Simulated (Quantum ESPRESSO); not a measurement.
Parts of the isotropic shielding in La₂O₃, by GIPAW with PBE in a modified build of Quantum ESPRESSO, on JTH PAW datasets, 30 Ha, k-mesh 5×5×3 shifted:

```yaml
crystal:
  lattice:
    - [3.89147, 0.00000, 0.00000]
    - [-1.94574, 3.37011, 0.00000]
    - [0.00000, 0.00000, 6.23419]
  atoms:
    - { symbol: La, position: [0.66667, 0.33333, 0.75372] }
    - { symbol: La, position: [0.33333, 0.66667, 0.24628] }
    - { symbol: O, position: [0.66667, 0.33333, 0.35599] }
    - { symbol: O, position: [0.33333, 0.66667, 0.64401] }
    - { symbol: O, position: [0.00000, 0.00000, 0.00000] }
```
The cell was made here from a computed Materials Project entry: strained by +2 % along the unique axis and by -1 % across it, atoms relaxed (PBE without dispersion, pw.x of Quantum ESPRESSO, symmetry kept). The parent is La2O3 in P-3m1. Stability against distortions was not tested. The run has no spin polarisation.

The core term is that of the free atom's frozen core; the paramagnetic column sums the reconstruction terms. σ is an absolute shielding without the bulk-susceptibility term: within one crystal shift differences are minus those of σ, between compounds the missing term differs by several ppm. By our sweeps, such settings leave a few ppm in absolute σ on light atoms and up to some 20 ppm from Zn on. Spin–orbit coupling is left out; its weight grows with the heaviest atom, La here. PBE places the empty d or f states of La too low, which is known to distort σ on and beside such ions.

```tsv
site	core	bare (smooth current)	diamagnetic correction	paramagnetic corrections	σ_iso (ppm)
O1 (atoms 3, 4)	271.1	-104.9	26.0	…	…
O2 (atom 5)	271.1	-89.1	25.5	…	…
```

Problem. Complete the blanks.

Solution. 
- O1 (atoms 3, 4), paramagnetic corrections: -650.8
- O1 (atoms 3, 4), σ_iso (ppm): -458.7
- O2 (atom 5), paramagnetic corrections: -588.3
- O2 (atom 5), σ_iso (ppm): -380.8
